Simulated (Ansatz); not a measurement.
Calculated with Ansatz: CsSr2TeO6, relaxation

Run with:

```bash
ansatz run input.yaml --threads 2 --pin off --max-ram 3584MiB --backend cpu --events-out ev --progress --plain --runs-dir out
```

The input file (Ansatz 0.2.0, plane waves):

```yaml
crystal:
  lattice:
    - [6.128925, 0.0, 0.0]
    - [-3.064463, 5.307813, 0.0]
    - [-3.064463, 1.769271, 5.469663]
  atoms:
    - { symbol: Sr, position: [0.29, 0.71, 0.87] }
    - { symbol: Sr, position: [0.76, 0.24, 0.28] }
    - { symbol: Cs, position: [0.993, 0.007, 0.979] }
    - { symbol: Te, position: [0.5, 0.5, 0.5] }
    - { symbol: O, position: [0.126, 0.278, 0.231] }
    - { symbol: O, position: [0.722, 0.617, 0.231] }
    - { symbol: O, position: [0.383, 0.874, 0.231] }
    - { symbol: O, position: [0.228, 0.386, 0.728] }
    - { symbol: O, position: [0.614, 0.114, 0.728] }
    - { symbol: O, position: [0.886, 0.772, 0.728] }
  symmetry: { tolerance: 0.0003 }
kpoints:
  mp_grid: { grid: [4, 4, 4], shift: [0, 0, 0] }
magnetization:
  spin_polarized: false
scf:
  occupations: { method: cold, width: 0.2311 }
  lower_state_search: "off"
hamiltonian:
  pseudopotentials: { kind: paw }
  xc: pbesol
basis:
  ecutwfc: 420
  fft_grid_basis: typed
relax:
  max_steps: 40
output:
  forces: true
  stress: true
  eigenvalues: true
  populations: true
  elf: true
  write_potential: true
  volumetric_format: npy
  dos:
    e_range: [-12, 8]
    de: 0.05
    projected: { site_lists: { Cs: [Cs], O: [O], Sr: [Sr], Te: [Te] } }
  bader: false
checkpoint:
  read: saved_state
```

Origin of the cell: a known structure type with other elements, at an estimated volume, so it need not be a known compound.

The saved state is a converged single point of the same cell.

Steps:

| step | ΔF (meV/atom) | max force component (eV/Å) | SCF iterations | step was |
| --- | --- | --- | --- | --- |
| 1 | 0.0 | 2.461 | 7 | accepted |
| 2 | -350.7 | 2.568 | 9 | accepted |
| 3 | -607.1 | 1.329 | 8 | accepted |
| 4 | -659.5 | 0.901 | 8 | accepted |
| 5 | -685.2 | 0.271 | 8 | accepted |
| 6 | -690.8 | 0.471 | 8 | accepted |
| 7 | -695.3 | 0.174 | 7 | accepted |
| 8 | -697.1 | 0.102 | 8 | accepted |
| 9 | -697.5 | 0.087 | 7 | accepted |
| 10 | -697.6 | 0.040 | 6 | accepted |
| 11 | -697.6 | 0.006 | 6 | accepted |
| 12 | -697.6 | 0.005 | 2 | accepted |

The starting structure.

Space group R3 (No. 146); the run's cell has a = 6.129 Å, b = 6.129 Å, c = 6.514 Å, α = 61.94°, β = 118.06°, γ = 120.00°. Shortest distances: O–Sr 2.30 Å, Cs–O 2.33 Å, O–Te 2.35 Å, O–O 3.17 Å, Sr–Te 3.45 Å, Cs–Sr 3.59 Å.

After:

Space group R3 (No. 146); the run's cell has a = 6.129 Å, b = 6.129 Å, c = 6.514 Å, α = 61.94°, β = 118.06°, γ = 120.00°. Shortest distances: O–Te 1.94 Å, O–Sr 2.40 Å, O–O 2.61 Å, Cs–O 2.76 Å, Sr–Te 3.34 Å, Cs–Sr 3.55 Å.

```yaml
crystal:
  lattice:
    - [6.12893, 0.00000, 0.00000]
    - [-3.06447, 5.30781, 0.00000]
    - [-3.06447, 1.76927, 5.46966]
  atoms:
    - { symbol: Sr, position: [0.28523, 0.71477, 0.85569] }
    - { symbol: Sr, position: [0.81137, 0.18863, 0.43411] }
    - { symbol: Cs, position: [0.02776, 0.97224, 0.08329] }
    - { symbol: Te, position: [0.48862, 0.51138, 0.46585] }
    - { symbol: O, position: [0.14246, 0.37629, 0.23891] }
    - { symbol: O, position: [0.62371, 0.52726, 0.23891] }
    - { symbol: O, position: [0.47274, 0.85754, 0.23891] }
    - { symbol: O, position: [0.29019, 0.46861, 0.65011] }
    - { symbol: O, position: [0.53139, 0.17146, 0.65011] }
    - { symbol: O, position: [0.82854, 0.70981, 0.65011] }
```

```
Free energy lowered by  : 697.6 meV/atom
Final pressure          : 0.44 GPa
Relaxation steps listed : 12
```

Caveats: no moments, though an odd count or open d shells may carry them; no spin-orbit coupling, though heavy elements are present; the SCF threshold is looser than advised for a stress; the k mesh is coarse if the cell is a metal; the relaxation held the start's symmetry, so the end may be a saddle point; wide smearing.

It ran for 75 s on 2 threads of AMD EPYC 7R13 Processor (Zen 3), on a shared host, peak memory 0.58 GiB, from a saved density.
